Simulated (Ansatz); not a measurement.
SrTl: clamped-ion strain scan

The calculation used DFT PBEsol, scalar-relativistic, plane waves, PAW in Ansatz. Cutoff 420 eV, Γ-centred 12×12×12 k-points, Gaussian smearing of 0.15 eV. Spin–orbit coupling is left out, which can shift energies with elements as heavy as these. No spin polarisation. Energies are free energies at this smearing, counted from the undisturbed cell; pressure is positive in compression.

The undisturbed cell (as given, not relaxed at this level; it stands at -0.3 GPa, and it needn't be the usual structure):

```
CELL_PARAMETERS angstrom
4.03200 0.00000 0.00000
0.00000 4.03200 0.00000
0.00000 0.00000 4.03200
ATOMIC_POSITIONS crystal
Sr 0.00000 0.00000 0.00000
Tl 0.50000 0.50000 0.50000
```

The cell is strained by ε times the Voigt pattern (0, 0, 0, 0, 0, 1) (xx, yy, zz, yz, xz, xy; engineering shear) with fractional coordinates fixed. The cell is metallic on the mesh throughout.

| ε | ΔE (meV/atom) | stress summed along the pattern (GPa, tension positive) | pressure (GPa) |
| --- | --- | --- | --- |
| -0.0200 | 1.0 | -0.49 | -0.3 |
| -0.0100 | 0.3 | -0.25 | -0.3 |
| 0.0000 | 0.0 | 0.00 | -0.3 |
| 0.0050 | 0.1 | 0.12 | -0.3 |
| 0.0150 | 0.6 | 0.37 | -0.3 |